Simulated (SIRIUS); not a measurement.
Worked example: self-consistent single point of SnO2 (Pnnm, 6 atoms in the cell; from Materials Project mp-550172, changed as shown) in SIRIUS.

Computed with LDA (PW92), GBRV LDA ultrasoft pseudopotentials (plane waves; SIRIUS 7.12.0).

The change in words: lattice scaled by 1.02. Reference geometry (Pnnm):
```xyz
6
Lattice="4.7717 0.0000 0.0000 0.0000 4.8500 0.0000 0.0000 0.0000 3.2299" Properties=species:S:1:pos:R:3 pbc="T T T"
Sn     2.3859     2.4250     1.6149
Sn     0.0000     0.0000     0.0000
O      1.3926     1.5571     0.0000
O      3.3791     3.2930     0.0000
O      3.7785     0.8680     1.6149
O      0.9932     3.9821     1.6149
```

Reference input (self-consistent single point, DFT, LDA (PW92), plane waves, GBRV LDA ultrasoft pseudopotentials): parameters.ngridk = 4 4 6; parameters.xc_functionals = [XC_LDA_X, XC_LDA_C_PW]; parameters.gk_cutoff = 6.325 1/bohr; parameters.pw_cutoff = 14.143 1/bohr; parameters.smearing = fermi_dirac; parameters.smearing_width = 0.000367493 Ha; potentials = GBRV LDA ultrasoft pseudopotentials; parameters.electronic_structure_method = pseudopotential; parameters.num_bands = 31; parameters.num_mag_dims = 0; parameters.num_dft_iter = 100; parameters.energy_tol = 1e-07 Ha. This run's input differs from it in these lines:

```diff
@@ -32,7 +32,7 @@
     "lattice_vectors": [
-      [0.9999999815, 0.0, 0.0],
-      [0.0, 1.0164118795, 0.0],
-      [0.0, 0.0, 0.6768796709]
+      [0.9999999952, 0.0, 0.0],
+      [0.0, 1.016412047, 0.0],
+      [0.0, 0.0, 0.6768798167]
     ],
-    "lattice_vectors_scale": 9.017246,
+    "lattice_vectors_scale": 9.19759,
     "atom_coordinate_units": "A",
@@ -45,3 +45,3 @@
       "Sn": [
-        [2.3858605, 2.425017, 1.6149405],
+        [2.4335775, 2.4735175, 1.6472395],
         [0.0, 0.0, 0.0]
@@ -49,6 +49,6 @@
       "O": [
-        [1.3926267739, 1.5570549154, 0.0],
-        [3.3790942262, 3.2929790846, 0.0],
-        [3.7784872739, 0.8679620846, 1.6149405],
-        [0.9932337262, 3.9820719154, 1.6149405]
+        [1.4204791868, 1.5881961164, 0.0],
+        [3.4466758132, 3.3588388836, 0.0],
+        [3.8540566868, 0.8853213836, 1.6472395],
+        [1.0130983132, 4.0617136164, 1.6472395]
       ]
```

Output, abridged:

```
[find] density tolerance         : 1e-06
[find] total energy tolerance    : 1e-07
[find] iter_solver_tol (initial) : 0.01
[find] iter_solver_tol (target)  : 1e-13
[find] num_dft_iter              : 100
Charges and magnetic moments
--------------------------------------------------------------------------------
total charge          : 52.000000
[find] | SCF iteration   0 out of 100|
[diagonalize] iterative solver tolerance (occupied, empty): 0.01 0.01
[diagonalize] average number of iterations: 2.05556
[find] Charges and magnetic moments
[find] total charge          : 52.000000
[find] Energy
   [... lines left out ...]

[find] Charges and magnetic moments
[find] total charge          : 52.000000
[find] Energy
[find] smearing (-TS)                 :      -0.00000000
[find] Total energy                   :    -223.55619366 (Ha),    -447.11238732 (Ry)
[find] Free energy (E-TS)             :    -223.55619366 (Ha),    -447.11238732 (Ry)
[find] band gap (eV)                  :       0.40553275
[find] Efermi                         :       0.28264196
[find] iteration : 27, RMS (target) : 7.5096e-07 (1.0000e-06) , energy difference (target) : -4.3769e-12 (1.0000e-07)
[find] bands are converged : true
[find] iterative solver converged : false
[find] converged after 28 SCF iterations!
[find] Charges and magnetic moments
[find] total charge          : 52.000000
[find] Energy
[find] smearing (-TS)                 :      -0.00000000
[find] Total energy                   :    -223.55619366 (Ha),    -447.11238732 (Ry)
[find] Free energy (E-TS)             :    -223.55619366 (Ha),    -447.11238732 (Ry)
[find] band gap (eV)                  :       0.40553275
[find] Efermi                         :       0.28264196
[ground_state] === stress tensor components [kbar] ===
[ground_state] === stress_total ===
[ground_state]   161.668079    0.000000    0.000000
[ground_state]     0.000000  163.610938    0.000000
[ground_state]     0.000000    0.000000  202.638971
[ground_state] ==== total Forces in Ha/bohr =====
[ground_state] atom:    0, force:       0.0000000      0.0000000      0.0000000
[ground_state] atom:    1, force:       0.0000000      0.0000000      0.0000000
[ground_state] atom:    2, force:       0.0056097      0.0016616      0.0000000
[ground_state] atom:    3, force:      -0.0056097     -0.0016616      0.0000000
[ground_state] atom:    4, force:       0.0056097     -0.0016616      0.0000000
[ground_state] atom:    5, force:      -0.0056097      0.0016616      0.0000000
```

The run converged in 28 iterations. SIRIUS prints the stress tensor with tension positive. Against the reference run the free energy rises by 64.4 meV/atom, the pressure goes from -9.08 to -17.60 GPa, the largest force goes from 0.132 to 0.301 eV/Å and the gap on the mesh goes from 0.785 to 0.406 eV.

The structure comes from a collection of computed structures, made at another level of theory; the collection holds predicted forms beside known ones. Its lattice was then scaled.

Cost on one core: roughly 50 core-seconds.

The gap that the log prints is read on the run's mesh, which can miss the band edges or a crossing.
